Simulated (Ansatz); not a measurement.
HfN:
```yaml
crystal:
  lattice:
    - [0.00000, 2.26292, 2.26292]
    - [2.26292, 0.00000, 2.26292]
    - [2.26292, 2.26292, 0.00000]
  atoms:
    - { symbol: Hf, position: [0.00000, 0.00000, 0.00000] }
    - { symbol: N, position: [0.50000, 0.50000, 0.50000] }
```

Relaxed with r²SCAN.

Problem. Map the electron localisation function on the plane through (0.000, 0.000, 0.000) spanned by u = [1, 0, 0] and v = [0, 1, -1] in lattice vectors, from the program Ansatz at the r²SCAN level (PAW).

Solution. x is the fraction of u, y of v (the angle between them is 90°; rows are the nearest grid lines); atoms in the plane: Hf at (0.00, 0.00), N at (0.50, 0.50).
```
|99996201110269999|
|99986201110268999|
|99973113431137999|
|98741136763114789|
|66311378987311366|
|22113799999731122|
|00137998789973100|
|11368983138986311|
|11479971017997411|
|11368983138986311|
|00137998789973100|
|22113799999731122|
|66311378987311366|
|98741136763114789|
|99973113431137999|
|99986201110268999|
|99996201110269999|
```
Scale: ten equal steps from 0.032 (start of '0') to 0.848 (end of '9'), in the order '0123456789'; x runs from 0.000 to 1.00, y from 0.000 (bottom) to 1.00 (top).

The density is the valence pseudo-density with augmentation charge, so density and ELF within about 1 Å of a nucleus are not all-electron values.

Space group Fm-3m (rock salt). The r²SCAN relaxation kept the symmetry of its start; of distortions, only those at the zone centre were tested. No spin polarisation was allowed. Scalar-relativistic: spin–orbit coupling is off unless named, which matters more the heavier the elements.

Potentials: the earlier of the program's two PAW sets.
